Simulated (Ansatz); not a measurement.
This cell of Lu (hcp, Mg type) is off equilibrium:

```yaml
crystal:
  lattice:
    - [3.47484, 0.00000, 0.00000]
    - [-1.73742, 3.00930, 0.00000]
    - [0.00000, 0.00000, 5.40640]
  atoms:
    - { symbol: Lu, position: [0.33333, 0.66667, 0.75000] }
    - { symbol: Lu, position: [0.66667, 0.33333, 0.25000] }
```

Method: r2SCAN (plane waves to 500 eV, PAW, scalar-relativistic; Ansatz, a quantum-chemistry and plane-wave program). k mesh 15×15×9 (Γ-centred), Fermi-Dirac smearing 0.05 eV. The energy includes the smearing's −TS. Stress and pressure are positive under compression. Lu is run without spin polarisation. Lu was relaxed with its symmetry unable to fall.

Q: Give the stress tensor in GPa and the pressure.

A: 
```
    1.3      0.0      0.0
    0.0      1.3      0.0
    0.0      0.0      1.1
```
The pressure, a third of the trace, is 1.2 GPa.

Q: It is the relaxed cell scaled evenly to V/V₀ = 0.975, atoms relaxed where free. What is its energy relative to the relaxed cell?

A: 3 meV/atom.

(A scan under strain: stresses follow from slopes of the energy per volume, elastic moduli from its curvatures.)
